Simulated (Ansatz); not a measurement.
In$_{2}$O$_{3}$:
```yaml
crystal:
  lattice:
    - [2.75636, 1.59138, 4.84469]
    - [-2.75636, 1.59138, 4.84469]
    - [0.00000, -3.18277, 4.84469]
  atoms:
    - { symbol: In, position: [0.14255, 0.14255, 0.14255] }
    - { symbol: In, position: [0.85745, 0.85745, 0.85745] }
    - { symbol: In, position: [0.35745, 0.35745, 0.35745] }
    - { symbol: In, position: [0.64255, 0.64255, 0.64255] }
    - { symbol: O, position: [0.54580, 0.25000, 0.95420] }
    - { symbol: O, position: [0.45420, 0.75000, 0.04580] }
    - { symbol: O, position: [0.95420, 0.54580, 0.25000] }
    - { symbol: O, position: [0.04580, 0.45420, 0.75000] }
    - { symbol: O, position: [0.25000, 0.95420, 0.54580] }
    - { symbol: O, position: [0.75000, 0.04580, 0.45420] }
```

DFT-PBEsol in the program Ansatz with PAW potentials gives a gap of 1.11 eV without spin–orbit coupling, maximum off the standard path, at k = (0.021, 0.031, 0.323), minimum at Γ.

Problem. What happens when spin–orbit coupling is switched on?

Solution. The gap is nearly the same, to 1.11 eV; maximum off the standard path, at k = (0.021, 0.031, 0.323), minimum at Γ.

Problem. Give the electron effective mass with spin–orbit coupling.

Solution. 0.15 mₑ (isotropic).

Space group R-3c (corundum). The workflow started from a Materials Project entry (that database holds measured and hypothetical structures alike); the Crystallography Open Database files this formula in space group No. 167, but the cells were not matched. It is not the phase usual at ambient conditions (space group No. 206). The PBEsol relaxation kept the symmetry of its start; whether a distortion lowers the energy is not shown.

Potentials: the earlier of the program's two PAW sets.
